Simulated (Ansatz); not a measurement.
These are results of Ansatz, DFT PBE, scalar-relativistic, plane waves, PAW, not measurements. Settings: cutoff 420 eV, Γ-centred meshes spaced at most about 0.3 Å⁻¹, and about 0.25 Å⁻¹ or finer for metals (2π included), Gaussian smearing. Collinear spin in cells that started with moments and kept them past the coarse steps, no spin elsewhere.

All energies are static (0 K, no zero-point motion).

Two relaxed structures of HfTi2Si2:

A. (no spin)

```cif
data_structure
_symmetry_space_group_name_H-M 'P4/mmm'
_symmetry_Int_Tables_number 123
_cell_length_a 5.1156
_cell_length_b 5.1156
_cell_length_c 5.0644
_cell_angle_alpha 90.000
_cell_angle_beta 90.000
_cell_angle_gamma 90.000
_cell_volume 132.53
loop_
_atom_site_label
_atom_site_type_symbol
_atom_site_symmetry_multiplicity
_atom_site_Wyckoff_symbol
_atom_site_fract_x
_atom_site_fract_y
_atom_site_fract_z
_atom_site_occupancy
Hf1 Hf 1 a 0.00000 0.00000 0.00000 1
Ti1 Ti 2 f 0.00000 0.50000 0.00000 1
Si1 Si 1 c 0.50000 0.50000 0.00000 1
Si2 Si 1 b 0.00000 0.00000 0.50000 1
```

B. (site moments Hf 0.3; Ti 0.9, 0.6 μB)

```cif
data_structure
_symmetry_space_group_name_H-M 'P-6m2'
_symmetry_Int_Tables_number 187
_cell_length_a 4.4114
_cell_length_b 4.4114
_cell_length_c 7.1912
_cell_angle_alpha 90.000
_cell_angle_beta 90.000
_cell_angle_gamma 120.000
_cell_volume 121.20
loop_
_atom_site_label
_atom_site_type_symbol
_atom_site_symmetry_multiplicity
_atom_site_Wyckoff_symbol
_atom_site_fract_x
_atom_site_fract_y
_atom_site_fract_z
_atom_site_occupancy
Hf1 Hf 1 f 0.66667 0.33333 0.50000 1
Ti1 Ti 1 d 0.33333 0.66667 0.50000 1
Ti2 Ti 1 a 0.00000 0.00000 0.00000 1
Si1 Si 2 i 0.66667 0.33333 0.84719 1
```

Question: Which form is favoured at zero pressure, and by what margin per atom?

Answer: A is lower, by 106 meV/atom. A has space group P4/mmm (No. 123), 26.5 Å³/atom and no gap on its mesh; B has space group P-6m2 (No. 187), 24.2 Å³/atom and no gap. Counting Si atoms around Hf and Ti (those within 1.25 times the shortest such distance or 1.15 times the sum of covalent radii; the shortest distance is added where it is long for a bond; a slash parts the counts of unlike sites), A has Hf 2, Ti 2 and B has Hf 2, Ti 6/6 from 3.6 Å. B holds Si–Si pairs (shortest 2.20 Å); in A the shortest Si–Si distance is 4.42 Å. Their magnetic states differ too. The lower one is the more open, so pressure narrows the difference. Even the lower one lies +0.94 eV/atom against the reference forms of the elements (uncorrected), so neither is stable at this level. Both come from invented guesses. A third cell relaxed alike, in P-3m1, lies 1.34 eV/atom below the lower of the two.

Spin–orbit coupling, which can matter for Hf, is left out. Another magnetic order may lie lower. Cells relaxed within their symmetry can be saddle points.
